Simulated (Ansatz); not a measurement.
C in space group P6_222 (No. 180; C on 3c), plane-wave PAW r²SCAN (Ansatz code). The conduction-band minimum lies at M, with 3 equivalent valleys. Second derivatives d²E/dk² of the lowest band at one valley (eV·Å²), along Cartesian directions:

| direction | d²E/dk² |
|---|---|
| [100] | 21.58 |
| [010] | 18.33 |
| [001] | 31.61 |
| [110] | 19.95 |
| [101] | 26.60 |
| [011] | 24.95 |

Question: Find the principal effective masses, the density-of-states mass and the conductivity mass.

Answer: Off-diagonal terms follow from H_xy = H[110] − (H_xx + H_yy)/2, and m*/mₑ = 7.620 eV·Å² over each eigenvalue: 0.24, 0.35, 0.42. One valley's DOS mass (m₁m₂m₃)^(1/3) = 0.33, conductivity mass 3/(Σ 1/mᵢ) = 0.32 mₑ.

Question: What effective density of states Nc follows at 300 K for parabolic valleys?

Answer: Nc = 2.509e19 × 3 × (0.33)^(3/2) ≈ 1.4e19 cm⁻³.

The start of the workflow was typed in or built on a structure type; neither database checked (COD, Materials Project) lists it. It is not the phase usual at ambient conditions (space group No. 194, 227). Symmetry was held in the r²SCAN relaxation; whether a distortion lowers the energy is not shown.

Potentials: the earlier of the program's two PAW sets.

Edges and masses are those of Kohn–Sham bands, whose gap is no quasiparticle gap.
